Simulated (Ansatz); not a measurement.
## Zn, bcc: geometry optimisation

Method: DFT, r2SCAN, plane waves (500 eV) with PAW, scalar-relativistic (Ansatz). (PAW data from PBE, frozen cores regenerated.)

k-point mesh 14×14×14, Fermi-Dirac smearing 0.1 eV, no spin polarisation. Cell and atoms relax.

Starting structure:

```cif
data_structure
_symmetry_space_group_name_H-M 'P 1'
_symmetry_Int_Tables_number 1
_cell_length_a 2.7035
_cell_length_b 2.7035
_cell_length_c 2.7035
_cell_angle_alpha 109.471
_cell_angle_beta 109.471
_cell_angle_gamma 109.471
_cell_volume 15.21
loop_
_atom_site_label
_atom_site_type_symbol
_atom_site_fract_x
_atom_site_fract_y
_atom_site_fract_z
_atom_site_occupancy
Zn1 Zn 0.00000 0.00000 0.00000 1
```

Task: The pressure at the start is -4.0 GPa. By how much does the volume change?

Result: From 15.21 to 14.43 Å³ per atom, -5.1 %. The final cell has a = 3.067 Å.

Task: How much energy does the relaxation gain?

Result: 10.3 meV per atom.
